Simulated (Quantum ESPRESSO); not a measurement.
Inputs of pw.x and gipaw.x (a modified build of Quantum ESPRESSO, PBE) for SiO2; the starting potential comes from an earlier run on another mesh:

```
&CONTROL
  calculation = 'scf'
  prefix = 'x'
  pseudo_dir = './pseudo'
  outdir = './out'
  tprnfor = .true.
/
&SYSTEM
  ibrav = 0
  nat = 9
  ntyp = 2
  ecutwfc = 45
  ecutrho = 180
  occupations = 'fixed'
  nbnd = 24
/
&ELECTRONS
  conv_thr = 1e-11
  startingpot = 'file'
/
ATOMIC_SPECIES
Si 28.085 Si.GGA_PBE-JTH.UPF
O 15.999 O.GGA_PBE-JTH.UPF
CELL_PARAMETERS angstrom
    4.914970052465     0.000000000000     0.000000000000
   -2.457485026232     4.256488924274     0.000000000000
    0.000000000000     0.000000000000     5.431300000000
ATOMIC_POSITIONS crystal
Si     0.531090000000     0.531090000000     0.000000000000
Si     0.468910000000    -0.000000000000     0.333333333333
Si     0.000000000000     0.468910000000     0.666666666667
O      0.277997397461     0.418656105469     0.787398104874
O      0.581343894531     0.859341291992     0.120731438207
O      0.140658708008     0.722002602539     0.454064771540
O      0.418656105469     0.277997397461     0.212601895126
O      0.859341291992     0.581343894531     0.879268561793
O      0.722002602539     0.140658708008     0.545935228460
K_POINTS automatic
3 3 3 1 1 1
```

```
&INPUTGIPAW
  job = 'nmr'
  prefix = 'x'
  tmp_dir = './out/'
  restart_mode = 'from_scratch'
  pawproj(1) = .true.
  pawproj(2) = .true.
  use_nmr_macroscopic_shape = .false.
/
```

The cell was made here from a computed Materials Project entry: O4 and its equivalents moved by 0.04 Å along (0.75, 0.56, 0.34), space group kept. The parent is SiO2 in P3₁21. Stability against distortions was not tested.

**Question.** Give the final section of the GIPAW output.

**Answer.** 
```
     Total NMR chemical shifts in ppm: ---------------------------------------
     (adopting the Simpson convention for anisotropy and asymmetry)-----------

     Atom  1  Si  pos: (  0.265545  0.459937  0.000000)  Total sigma:         437.73
           434.0289          1.9792         17.3672
             1.9792        436.3143        -10.0270
            -3.1598          1.8243        442.8500

     Si      1    anisotropy:     14.60    eta:    0.9437

     Atom  2  Si  pos: (  0.468910  0.000000  0.368351)  Total sigma:         437.73
           437.4570         -0.0000         -0.0000
            -0.0000        432.8862         20.0539
            -0.0000         -3.6486        442.8500

     Si      2    anisotropy:     14.60    eta:    0.9437

     Atom  3  Si  pos: ( -0.234455  0.406088  0.736702)  Total sigma:         437.73
           434.0289         -1.9792        -17.3672
            -1.9792        436.3143        -10.0270
             3.1598          1.8243        442.8500

     Si      3    anisotropy:     14.60    eta:    0.9437

     Atom  4  O   pos: (  0.068669  0.362567  0.870116)  Total sigma:         212.12
           236.8488          0.1596         32.4006
             0.5251        187.4742          3.7823
            32.4367          5.8290        212.0450

     O       4    anisotropy:     70.74    eta:    0.1674

     Atom  5  O   pos: (  0.151673  0.744211  0.133415)  Total sigma:         212.12
           200.1143        -21.7337        -19.4759
           -21.3683        224.2086         26.1686
           -21.2664         25.1765        212.0450

     O       5    anisotropy:     70.74    eta:    0.1674

     Atom  6  O   pos: ( -0.220343  0.625273  0.501765)  Total sigma:         212.12
           199.5213         21.0259        -12.9247
            21.3914        224.8016        -29.9509
           -11.1702        -31.0055        212.0450

     O       6    anisotropy:     70.74    eta:    0.1674

     Atom  7  O   pos: (  0.279657  0.240753  0.234936)  Total sigma:         212.12
           199.5213        -21.0259         12.9247
           -21.3914        224.8016        -29.9509
            11.1702        -31.0055        212.0450

     O       7    anisotropy:     70.74    eta:    0.1674

     Atom  8  O   pos: (  0.568669  0.503459  0.971638)  Total sigma:         212.12
           236.8488         -0.1596        -32.4006
            -0.5251        187.4742          3.7823
           -32.4367          5.8290        212.0450

     O       8    anisotropy:     70.74    eta:    0.1674

     Atom  9  O   pos: (  0.651673  0.121814  0.603287)  Total sigma:         212.12
           200.1143         21.7337         19.4759
            21.3683        224.2086         26.1686
            21.2664         25.1765        212.0450

     O       9    anisotropy:     70.74    eta:    0.1674
```
The printed anisotropy is 3/2 (σ_33 − σ_iso) in the program's own order; the axes are left out here. Anisotropies that symmetry doesn't fix are less certain than the isotropic values. Shieldings are absolute and leave out the bulk-susceptibility term; a larger σ means a smaller chemical shift. By our sweeps, such settings leave a few ppm in absolute σ. No d partial waves on Si: the paramagnetic term there is incompletely reconstructed. Static lattice: thermal averaging is not included.
